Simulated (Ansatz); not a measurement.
The start is a generated cell, LiF built in the rocksalt structure type. A full variable-cell relaxation at zero pressure is run with r2SCAN (plane waves to 500 eV, PAW, scalar-relativistic; Ansatz, a quantum-chemistry and plane-wave program). The first steps use a coarse 10×10×10 k-mesh.

Initial structure:
```
CELL_PARAMETERS angstrom
      0.00000     2.03050     2.03050
      2.03050     0.00000     2.03050
      2.03050     2.03050     0.00000
ATOMIC_POSITIONS crystal
  F  0.00000 0.00000 0.00000
  Li 0.50000 0.50000 0.50000
```

Question: What pressure does the first self-consistent step give?

Answer: -3.7 GPa (negative: the cell is under tension).

Question: By how much does the energy per atom fall from start to end?

Answer: 5 meV/atom.

Question: How does the volume per atom move from start to end?

Answer: -5.1 %, from 8.37 to 7.94 Å³/atom.

Question: How do the shortest distances between atoms change?

Answer: The closest pairs of elements (up to four, under 3.6 Å), start → end: F–Li 2.03 → 2.00 Å; F–F 2.87 → 2.82 Å; Li–Li 2.87 → 2.82 Å.

Question: Is the relaxed structure metallic? Give its gap.

Answer: 10.33 eV, direct (no spin-orbit coupling).

Question: Give the final cell and atomic positions.

Answer: 
```cif
data_F4Li4
_chemical_formula_sum 'F4 Li4'
_space_group_name_H-M_alt 'Fm-3m'
_space_group_IT_number 225
_space_group_name_Hall '-F 4 2 3'
_cell_length_a 3.99020
_cell_length_b 3.99020
_cell_length_c 3.99020
_cell_angle_alpha 90.000
_cell_angle_beta 90.000
_cell_angle_gamma 90.000
loop_
_atom_site_label
_atom_site_type_symbol
_atom_site_symmetry_multiplicity
_atom_site_Wyckoff_symbol
_atom_site_fract_x
_atom_site_fract_y
_atom_site_fract_z
_atom_site_occupancy
F1 F 4 a 0.00000 0.00000 0.00000 1
Li1 Li 4 b 0.50000 0.50000 0.50000 1
```
(The calculation used a cell of 2 atoms; values per cell refer to that cell.)

The space group stays Fm-3m (No. 225) (the run could not lower it); the end is rock salt type, with 2 atoms in the primitive cell. Final values are on a 14×14×14 k-mesh of the relaxed cell. No spin polarisation in the result.

The run could not lose the symmetry of its start; a randomly shaken copy of 2 atoms returns to this structure.

All atoms sit on sites fixed by symmetry, so only the cell could relax.
